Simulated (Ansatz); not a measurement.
**Is this BiCCl structure a true minimum?**

The structure comes from a generated guess, relaxed at this level; another structure or a mixture of phases may lie lower.

Theory: DFT PBE, scalar-relativistic, plane waves, PAW (Ansatz). Plane waves to 420 eV, a k mesh through Γ of 10×8×4 on the computed 6-atom cell and Gaussian smearing (0.02 eV); no spin polarisation.

The cell below (6 atoms, space group Pmmn (No. 59)) is relaxed within its symmetry.

```yaml
crystal:
  lattice:
    - [3.84863, 0.00000, 0.00000]
    - [0.00000, 4.43794, 0.00000]
    - [0.00000, 0.00000, 9.39527]
  atoms:
    - { symbol: Bi, position: [0.50000, 0.00000, 0.38022] }
    - { symbol: Bi, position: [0.00000, 0.50000, 0.61978] }
    - { symbol: C, position: [0.50000, 0.50000, 0.45184] }
    - { symbol: C, position: [0.00000, 0.00000, 0.54816] }
    - { symbol: Cl, position: [0.00000, 0.00000, 0.16577] }
    - { symbol: Cl, position: [0.50000, 0.50000, 0.83423] }
```

For the test a repeat of it with 12 atoms (edges 4.44, 7.70, 9.40 Å) was strained at random (σ = 1.5 % a component), the atoms were moved at random (σ = 0.10 Å), and all was relaxed again on a coarse 6×4×4 mesh (in the run’s order of axes) with 0.20 eV smearing, with no symmetry imposed.

Weakly bound directions are ill-defined at this level, which has no dispersion term. Spin–orbit coupling, which can matter for Bi, is left out.

Question: Is the structure stable against such a distortion?

Answer: It returns, within 1 meV/atom of the unmoved cell on that mesh and with the same symmetry when read at 0.1 Å (P-1 at 0.01 Å, so small strains and shifts remain). So it is stable against the distortions that fit this cell and that this random move excites. Modes that don't fit the cell aren't tested.
